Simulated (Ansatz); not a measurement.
The calculation used DFT PBE, scalar-relativistic, plane waves, PAW in Ansatz. Plane waves to 420 eV, a 12×12×12 mesh through Γ for the 4-atom cell and 0.10 eV Gaussian smearing; collinear spin.

Formation energies are uncorrected and count from the elements' standard states at the same level.

Problem. Give a relaxed trial structure of a trigonal metal that holds F and 2 more elements, with a formation energy near −1.89 eV/atom, a density near 3.28 g/cm³ and a net moment near 0.3 μB per atom, in a cell of 4 atoms.

Solution. TiCl2F, space group P-3m1 (No. 164). Around Ti lie 2 F at 1.98 Å and 6 Cl at 2.69 Å; Cl is surrounded by 3 Ti at 2.69 Å, 3 F at 2.91 Å and 3 Cl at 2.93 Å; around F lie 2 Ti at 1.98 Å and 6 Cl at 2.91 Å.

```
CELL_PARAMETERS angstrom
4.50348 0.00000 0.00000
-2.25174 3.90013 0.00000
0.00000 0.00000 3.96790
ATOMIC_POSITIONS crystal
Ti 0.00000 0.00000 0.50000
Cl 0.33333 0.66667 0.33089
Cl 0.66667 0.33333 0.66911
F 0.00000 0.00000 0.00000
```

* Volume per atom: 17.42 Å³
* Density: 3.28 g/cm³
* Energy over the elements: −1.89 eV/atom
* Gap on the 12×12×12 mesh of the 4-atom cell: 0 eV (a metal)
* Net moment per atom: 0.25 μB
* Moment by site: Ti 0.7 μB

The structure comes from a generated guess, relaxed at this level; another structure or a mixture of phases may lie lower. Other answers may fit too; this one was computed.

In such compounds of Ti a zero gap at this level may well be an artefact, since no Hubbard U is applied. Another magnetic order may lie lower. Symmetry constrained the relaxation, so the result can be a saddle point. Site moments count only spheres around the atoms; the net moment includes the space between them.
